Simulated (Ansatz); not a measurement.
A generator proposed this cell of AsHF.

```
H As F
1.0
     4.58203    0.00000    0.00000
     0.00000    4.58203    0.00000
     0.00000    0.00000    2.09273
H As F
1 1 1
Cartesian
  0.0000 0.0000 0.0000
  2.2910 2.2910 1.0464
  0.0000 0.0000 1.0464
```

Method: Ansatz 0.2.0, DFT PBE, scalar-relativistic, plane waves, PAW. Settings: cutoff 420 eV, Γ-centred mesh 4×4×8 on the computed 3-atom cell, Gaussian smearing of 0.10 eV; no spin polarisation.

Energies over the elements count from the elements' standard structures at the same level (F₂, H₂ as molecules), with no fitted energy shifts.

Question: How far from equilibrium is it?

Answer: The pressure is 23.5 GPa (the mean over three directions, positive in compression), the largest force is 0.00 eV/Å (symmetry fixes the atoms), and the energy is −0.26 eV/atom against the elements. The shortest distance is 1.05 Å.

Question: Is it a good guess?

Answer: A rough one: relaxing gains about 0.35 eV/atom (the start's value is from the coarse mesh, so the gain is rough) in 28 ionic steps and ends at −0.61 eV/atom on the finer mesh. The symmetry stays P4/mmm (No. 123). The volume per atom grows by 79.3 %, from 14.6 to 26.3 Å³. The shortest distance goes from 1.05 Å (H–F) to 1.15 Å (H–F). The ratio c/a of the conventional cell changes by a factor of 0.86. Conventional cell: a = 5.846 Å, c = 2.306 Å. Around H lie 2 F at 1.15 Å; As has 2 As at 2.31 Å; around F lie 2 H at 1.15 Å.

The last run used an 8×8×20 mesh (in the run's order of axes) for its 3-atom cell and Gaussian smearing of 0.10 eV. Weakly bound directions are ill-defined at this level, which has no dispersion term. An odd number of electrons in the primitive cell allows no gap without spin; a larger cell or a magnetic state could open one. The cell is a metal run without spin; a magnetic state may lie lower. The reference form of As is held partly by dispersion forces, which this level lacks. With hydrogen, zero-point motion can shift formation energies by some tens of meV/atom. The relaxation can't lower the symmetry of the start, and the grade says only how near the guess is to its own end. A structure relaxed within its symmetry needn't be a true minimum.
